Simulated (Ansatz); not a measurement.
# Stability checks on a candidate for In2S

The structure comes from a generated guess, relaxed at this level; another structure or a mixture of phases may lie lower.

The calculation used DFT PBE, scalar-relativistic, plane waves, PAW in Ansatz 0.2.0. The final run on the 3-atom cell used 420 eV, a Γ-centred 12×12×6 mesh, 0.01 eV smearing and no spin polarisation.

```xyz
3
Lattice="3.8107 0.0000 0.0000 -1.9054 3.3002 0.0000 0.0000 0.0000 8.0809" Properties=species:S:1:pos:R:3 pbc="T T T"
In    0.0000    2.2001    6.2597
In    0.0000    2.2001    1.8212
S     0.0000    0.0000    0.0000
```

Energies over the elements count from the elements' standard structures at the same level, with no fitted energy shifts.

Question: These tests were run: energy against the elements; phonons on a 2×2×1 q mesh; elastic tensor. What do they show?

Answer:

```
                       test                            result
energy against the elements                    −0.251 eV/atom
  phonons on a 2×2×1 q mesh  imaginary modes down to 13i cm⁻¹
             elastic tensor           least eigenvalue -1 GPa
```

It fails 2 tests: phonons on a 2×2×1 q mesh and elastic tensor. So it isn't even a local minimum.

No dispersion correction is applied, so the spacing and binding between layers, chains or molecules are poorly described. The reference form of S is held partly by dispersion forces, which this level lacks. The run for the phonons used a 12×12×6 k mesh. The run for the elastic tensor used a 12×12×6 k mesh. Another cell of In2S relaxed alike, in P-3m1, lies 47 meV/atom lower, so this cell isn't the stable form at this level.
